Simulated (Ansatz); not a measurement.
SiO2:
```
CELL_PARAMETERS angstrom
      4.15498     0.00000     0.00000
      0.00000     4.15498     0.00000
      0.00000     0.00000     2.66136
ATOMIC_POSITIONS crystal
  Si 0.50000 0.50000 0.50000
  Si 0.00000 0.00000 0.00000
  O  0.69443 0.69443 0.00000
  O  0.30557 0.30557 0.00000
  O  0.80557 0.19443 0.50000
  O  0.19443 0.80557 0.50000
```

Relaxed with LDA. Special points in fractions of this cell's reciprocal vectors: Γ (0.000, 0.000, 0.000); X (0.000, 0.500, 0.000); M (0.500, 0.500, 0.000); Z (0.000, 0.000, 0.500); R (0.000, 0.500, 0.500); A (0.500, 0.500, 0.500).

Question: List the band energies nearest the valence-band maximum at these points for DFT-LDA in the program Ansatz with PAW potentials.

Answer: In eV from the valence-band maximum; about four levels below and three above (degenerate sets whole), none deeper than 8.9 eV; points with the same levels are listed once.

```csv
k,below,above
Γ,-2.56 -0.91 -0.91 0.00,5.82 6.48 8.39 8.39
X,-2.75 -2.75 -1.09 -1.09,7.76 7.76 8.95 8.95
M,-2.77 -2.77 -2.35 -2.35,7.42 7.42 9.96 9.96
Z,-3.24 -3.24 -2.76 -2.76,9.08 9.08 12.52 12.52
R,-2.34 -2.34 -1.83 -1.83,8.74 8.74 9.89 9.89
A,-1.80 -1.80 -1.60 -1.60,7.20 7.20 10.89 10.89
```

Space group P4_2/mnm (rutile). This is a known high-pressure phase of the composition, computed here at zero pressure and temperature. The LDA relaxation kept the symmetry of its start; whether a distortion lowers the energy is not shown.

Potentials: the earlier of the program's two PAW sets. The files were generated under PBE; for other functionals the program regenerates the frozen cores, and for LDA and PBEsol the local potential too.
